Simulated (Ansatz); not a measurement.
Values for one crystal, relaxed and computed with PBEsol in the plane-wave PAW code Ansatz; other levels are named.

```yaml
volume_per_atom: 10.64 Å³
band_gap: 2.35 eV (direct)
Formation energy from the elements (no fitted shifts): -3.08 eV/atom
electron_effective_mass: 0.57, 5.1, 11 mₑ (principal values)
HSE06 gap on the PBEsol cell: 3.88 eV
Bulk modulus (Birch–Murnaghan fit): 196 GPa
Pressure derivative B′: 4.7
```

Q: Which of these materials gives this?
A. FeBiO3, Amm2 (Bi on 2b, Fe on 2a, O on 2b, O on 4d)
B. MgInGaO4, R3m (Pearson symbol hR7)
C. TiO2, Pbca (Ti on 8c, O on 8c, O on 8c)
D. CaO, P4/nmm (Ca on 2c, O on 2a)

A: C, TiO2, Pbca (Ti on 8c, O on 8c, O on 8c)

Symmetry was held in the PBEsol relaxation. No spin polarisation was allowed. The references are the lowest solids computed at this level, not always the standard phases (solids in place of the gases).

Potentials: the earlier of the program's two PAW sets. The files were generated under PBE; for other functionals the program regenerates the frozen cores, and for LDA and PBEsol the local potential too.
